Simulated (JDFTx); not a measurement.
An input for JDFTx (a modified build) (Ta(110), linear PCM (GLSSA13), water, 0.3 M NaF; bohr, hartree) and the course of its log:

```
lattice \
  6.2547289109 3.1273644554 0.0000000000 \
  0.0000000000 4.4227612259 0.0000000000 \
  0.0000000000 0.0000000000 58.5815098634
coords-type Lattice
ion Ta 0.5000000000 0.0000000000 -0.1132463440 0
ion Ta 0.0000000000 0.0000000000 -0.0377487810 0
ion Ta 0.5000000000 0.0000000000 0.0377487810 0
ion Ta 0.0000000000 0.0000000000 0.1132463440 0
ion-species pseudo/ta_pbe_v1.upf
elec-cutoff 20 100
elec-ex-corr gga-PBE
coulomb-interaction Slab 001
coulomb-truncation-embed 0 0 0
kpoint-folding 10 10 1
elec-smearing Fermi 0.01
elec-n-bands 37
target-mu -0.168679
electronic-scf nIterations 100 energyDiffThreshold 1e-07
fluid LinearPCM
pcm-variant GLSSA13
fluid-solvent H2O
fluid-cation Na+ 0.3
fluid-anion F- 0.3
fluid-minimize nIterations 400 knormThreshold 1e-11
wavefunction read f1.wfns
elec-initial-eigenvals f1.eigenvals
elec-initial-fillings read f1.fillings
fluid-initial-state f1.fluidState
dump-name f1_u1.$VAR
dump End State Ecomponents EigStats BandEigs Forces ElecDensity IonicPositions Fillings Kpoints Dtot FluidDebug BoundCharge FluidDensity
```

```
[one cycle in 5 is shown, and the last three; fluid-solver lines are left out]
	FillingsUpdate:  mu: -0.168679000  nElectrons: 50.466256
SCF: Cycle:  0   G: -224.777690206608895   dG: +1.144e+00   |Residual|: 7.338e-02   |deigs|: 1.043e-08
	FillingsUpdate:  mu: -0.168679000  nElectrons: 51.739388
SCF: Cycle:  5   G: -225.897322328103542   dG: -1.751e-02   |Residual|: 1.129e-02   |deigs|: 4.433e-04
	FillingsUpdate:  mu: -0.168679000  nElectrons: 51.745948
SCF: Cycle: 10   G: -225.897565345673655   dG: -3.129e-02   |Residual|: 1.093e-02   |deigs|: 7.544e-04
	FillingsUpdate:  mu: -0.168679000  nElectrons: 51.804460
SCF: Cycle: 15   G: -225.912120350158574   dG: -8.093e-03   |Residual|: 7.128e-03   |deigs|: 3.344e-04
	FillingsUpdate:  mu: -0.168679000  nElectrons: 51.866190
SCF: Cycle: 20   G: -225.919814849671297   dG: -5.770e-03   |Residual|: 3.495e-03   |deigs|: 4.413e-04
	FillingsUpdate:  mu: -0.168679000  nElectrons: 51.876339
SCF: Cycle: 25   G: -225.922156074412129   dG: -1.121e-03   |Residual|: 9.739e-04   |deigs|: 2.336e-04
	FillingsUpdate:  mu: -0.168679000  nElectrons: 51.856705
SCF: Cycle: 30   G: -225.921862397587859   dG: +3.507e-04   |Residual|: 1.571e-03   |deigs|: 1.166e-04
	FillingsUpdate:  mu: -0.168679000  nElectrons: 51.882835
SCF: Cycle: 35   G: -225.922287981896886   dG: -3.022e-05   |Residual|: 5.225e-04   |deigs|: 4.686e-05
	FillingsUpdate:  mu: -0.168679000  nElectrons: 51.865963
SCF: Cycle: 40   G: -225.922180575639857   dG: -1.861e-04   |Residual|: 9.114e-04   |deigs|: 5.857e-05
	FillingsUpdate:  mu: -0.168679000  nElectrons: 51.855099
SCF: Cycle: 45   G: -225.922045403489506   dG: +2.529e-04   |Residual|: 1.227e-03   |deigs|: 1.925e-04
	FillingsUpdate:  mu: -0.168679000  nElectrons: 51.855086
SCF: Cycle: 50   G: -225.922098665865605   dG: -5.771e-05   |Residual|: 1.117e-03   |deigs|: 8.973e-05
	FillingsUpdate:  mu: -0.168679000  nElectrons: 51.843966
SCF: Cycle: 55   G: -225.921975216136104   dG: +5.646e-05   |Residual|: 1.370e-03   |deigs|: 4.871e-05
	FillingsUpdate:  mu: -0.168679000  nElectrons: 51.839994
SCF: Cycle: 60   G: -225.921280461161928   dG: +4.224e-04   |Residual|: 2.314e-03   |deigs|: 2.085e-04
	FillingsUpdate:  mu: -0.168679000  nElectrons: 51.873065
SCF: Cycle: 65   G: -225.922345903115570   dG: -5.528e-04   |Residual|: 4.250e-04   |deigs|: 2.931e-04
	FillingsUpdate:  mu: -0.168679000  nElectrons: 51.814902
SCF: Cycle: 70   G: -225.920641671232318   dG: +3.005e-04   |Residual|: 2.947e-03   |deigs|: 4.360e-05
	FillingsUpdate:  mu: -0.168679000  nElectrons: 51.819608
SCF: Cycle: 75   G: -225.921079041281672   dG: -1.263e-04   |Residual|: 2.536e-03   |deigs|: 9.405e-05
	FillingsUpdate:  mu: -0.168679000  nElectrons: 51.741910
SCF: Cycle: 80   G: -225.916135931395104   dG: +5.223e-03   |Residual|: 5.668e-03   |deigs|: 5.800e-04
	FillingsUpdate:  mu: -0.168679000  nElectrons: 51.709573
SCF: Cycle: 85   G: -225.912901306124866   dG: +2.388e-03   |Residual|: 7.013e-03   |deigs|: 1.957e-04
	FillingsUpdate:  mu: -0.168679000  nElectrons: 51.623721
SCF: Cycle: 90   G: -225.901631650825749   dG: +1.578e-02   |Residual|: 1.047e-02   |deigs|: 9.813e-04
	FillingsUpdate:  mu: -0.168679000  nElectrons: 51.632254
SCF: Cycle: 95   G: -225.903396897002722   dG: -4.628e-03   |Residual|: 9.971e-03   |deigs|: 1.789e-04
	FillingsUpdate:  mu: -0.168679000  nElectrons: 51.631694
SCF: Cycle: 97   G: -225.903319716404127   dG: +5.909e-04   |Residual|: 9.994e-03   |deigs|: 2.460e-05
	FillingsUpdate:  mu: -0.168679000  nElectrons: 51.698370
SCF: Cycle: 98   G: -225.904562186229015   dG: -1.242e-03   |Residual|: 9.446e-03   |deigs|: 8.680e-04
	FillingsUpdate:  mu: -0.168679000  nElectrons: 51.722188
SCF: Cycle: 99   G: -225.914585678609455   dG: -1.002e-02   |Residual|: 6.374e-03   |deigs|: 6.888e-04
SCF: None of the convergence criteria satisfied after 100 iterations.
IonicMinimize: Iter:   0  G: -225.914585678609455  |grad|_K:  0.000e+00
IonicMinimize: Converged (|grad|_K<1.000000e-04).
```

This run gave no converged result. The electronic loop ended without meeting its threshold, so the last energy, electron count and forces aren't results.
